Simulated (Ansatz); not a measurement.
Consider the following.

CdO:
```cif
data_Cd2O2
_chemical_formula_sum 'Cd2 O2'
_space_group_name_H-M_alt 'P63mc'
_space_group_IT_number 186
_space_group_name_Hall 'P 6c -2c'
_cell_length_a 3.58369
_cell_length_b 3.58369
_cell_length_c 5.56473
_cell_angle_alpha 90.000
_cell_angle_beta 90.000
_cell_angle_gamma 120.000
loop_
_atom_site_label
_atom_site_type_symbol
_atom_site_symmetry_multiplicity
_atom_site_Wyckoff_symbol
_atom_site_fract_x
_atom_site_fract_y
_atom_site_fract_z
_atom_site_occupancy
Cd1 Cd 2 b 0.66667 0.33333 0.49646 1
O1 O 2 b 0.33333 0.66667 0.38844 1
```

This is the LDA-relaxed structure.

Task: All from LDA (plane waves, PAW; program Ansatz), unless another level is named. Give the electronic character.

Result: no gap, with almost no states at the Fermi level (zero-gap or semimetallic).

Task: Next, the formation energy from the elements (no fitted shifts)?

Result: -1.03 eV/atom.

Space group P6_3mc (wurtzite). The workflow started from a Materials Project entry (that database holds measured and hypothetical structures alike); the Crystallography Open Database copy checked does not list it. It is not the phase usual at ambient conditions (space group No. 225). The LDA relaxation kept the symmetry of its start; its stability against distortions is not shown here. The references are the lowest solids computed at this level, not always the standard phases (solids in place of the gases). Spin–orbit coupling is left out wherever it is not named.

Potentials: the later of the program's two PAW sets.
